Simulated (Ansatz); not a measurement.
## What a change of settings does: Y (dhcp type)

First run: DFT, PBE, all-electron LAPW, scalar-relativistic (Ansatz 0.2.0).

Command: `ansatz run input.yaml --threads 1 --pin off --max-ram 3072MiB --backend cpu --events-out ev --progress --plain --runs-dir out` It took 24 s on 1 thread of Arm Neoverse V2, with other jobs on the host, peak memory 0.43 GiB.

```yaml
crystal:
  lattice:
    - [3.0403597941, 0.0, 0.0]
    - [-1.520179897, 2.6330288184, 0.0]
    - [0.0, 0.0, 9.7574885999]
  atoms:
    - { symbol: "Y", position: [0.0, 0.0, 0.0] }
    - { symbol: "Y", position: [0.0, 0.0, 0.5] }
    - { symbol: "Y", position: [0.3333333333, 0.6666666667, 0.25] }
    - { symbol: "Y", position: [0.6666666667, 0.3333333333, 0.75] }
kpoints:
  mp_grid: { grid: [10, 10, 3] }
scf:
  occupations: { method: fermi_dirac, width: 0.08 }
hamiltonian:
  xc: pbe
  pseudopotentials: { kind: all_electron, lapw: { basis_error: 0.001 } }
output:
  forces: true
  stress: true
  eigenvalues: true
  populations: true
```

The cell comes from a relaxation on PAW files under the same functional, begun from a prototype that needn't be the stable phase.

This run: volume at 0.6 of the series' base cell.

It converges in 9 SCF iterations at a pressure of 43.7 GPa.

The input is then changed:

```diff
 scf:
-  occupations: { method: fermi_dirac, width: 0.08 }
+  occupations: { method: tetrahedron }
 hamiltonian:
```

Question: What does the second run give?

Answer: It converges in 9 SCF iterations, free energy +8.0 meV/atom against the first run's.
